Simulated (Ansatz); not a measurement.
CuAu (CuAu type, space group P4/mmm)

```yaml
crystal:
  lattice:
    - [2.88152, 0.00000, 0.00000]
    - [0.00000, 2.88152, 0.00000]
    - [0.00000, 0.00000, 3.61476]
  atoms:
    - { symbol: Cu, position: [0.50000, 0.50000, 0.50000] }
    - { symbol: Au, position: [0.00000, 0.00000, 0.00000] }
```

Equation-of-state scan: isotropic scaling of the cell above, V₀ being its volume. Symmetry pins the atoms to their sites.

The numbers are results of PBE (plane waves to 420 eV, PAW, scalar-relativistic; Ansatz, a quantum-chemistry and plane-wave program), not measurements. k mesh 16×16×13 (Γ-centred), Fermi-Dirac smearing 0.05 eV. Energies are smeared free energies. Compression counts positive. With the shape held, the modulus is that of even scaling; a crystal free to change shape is softer. CuAu is run without spin polarisation. CuAu was relaxed with its symmetry unable to fall. Spin-orbit coupling is left out, though Au is heavy. The zero of ΔE is the relaxed starting cell. The last digit holds for this mesh only.

```
V (Å³/atom)  ΔE (meV/atom)
-----------  -------------
14.107                27.1
14.332                14.7
14.557                 6.3
14.782                 1.5
15.007                 0.0
15.232                 1.4
15.457                 5.6
15.682            withheld
15.907                21.0
```

Question: Fit a third-order Birch-Murnaghan form (E₀, V₀, B₀, B₀′ free) to the given rows and predict ΔE at V = 15.682.

Answer: Least squares on the 8 given rows: ΔE = E₀ + (9V₀B₀/16)·y²·[2 + (B₀′ − 4)y], y = (V₀/V)^(2/3) − 1, with V₀ = 15.006 Å³/atom, B₀ = 141.2 GPa (160.2 GPa = 1 eV/Å³; the term in eV is multiplied by 1000), B₀′ = 5.48, E₀ = -0.02 meV/atom; root-mean-square residual 0.02 meV/atom. At 15.682 the fit gives 12.2 meV/atom; the calculation gives 12.2 meV/atom, the same to the digits shown. For the pressure the fit gives -5.5 GPa against the computed -5.5 GPa.

(Under strain, the slope of the energy per volume gives the stress and its curvature an elastic modulus.)
